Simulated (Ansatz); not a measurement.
Theory: DFT PBE, scalar-relativistic, plane waves, PAW in Ansatz 0.2.0. Settings: cutoff 420 eV, Γ-centred meshes spaced at most about 0.3 Å⁻¹, and about 0.25 Å⁻¹ or finer for metals (2π included), Gaussian smearing. No spin polarisation in the final relaxations.

These are static total energies at zero pressure.

Two forms of MgTe₅ were relaxed alike.

A.

```
Mg Te
1.0
     6.01692    0.00000    0.00000
     0.00000    6.01692    0.00000
     0.00000    0.00000    6.01456
Mg Te
1 5
Direct
  0.00000 0.00000 0.50000
  0.00000 0.00000 0.00000
  0.00000 0.50000 0.50000
  0.50000 0.00000 0.50000
  0.00000 0.50000 0.00000
  0.50000 0.00000 0.00000
```

B.

```
Mg Te
1.0
     7.16285    0.00000    0.00000
    -3.58142    6.20321    0.00000
     0.00000    0.00000    4.13934
Mg Te
1 5
Direct
  0.00000 0.00000 0.00000
  0.31385 0.00000 0.50000
  0.68615 0.68615 0.50000
  0.00000 0.31385 0.50000
  0.33333 0.66667 0.00000
  0.66667 0.33333 0.00000
```

Question: Which form is favoured at zero pressure, and by what margin per atom?

Answer: A is lower, by 170 meV/atom. A has space group P4/mmm (No. 123), 36.3 Å³/atom and no gap on its mesh; B has space group P-62m (No. 189), 30.7 Å³/atom and no gap. Counting Te atoms around Mg (those within 1.25 times the shortest such distance or 1.15 times the sum of covalent radii, 1.27 where that leaves under three), A and B both have Mg 6. A holds Te–Te bonds in all directions (shortest 3.01 Å); in B the shortest Te–Te distance is 3.22 Å, near bonding range too. The lower one is the more open, so pressure narrows the difference. Both come from invented guesses.

These runs have no spin–orbit coupling, which can matter for Te. Cells relaxed within their symmetry can be saddle points.
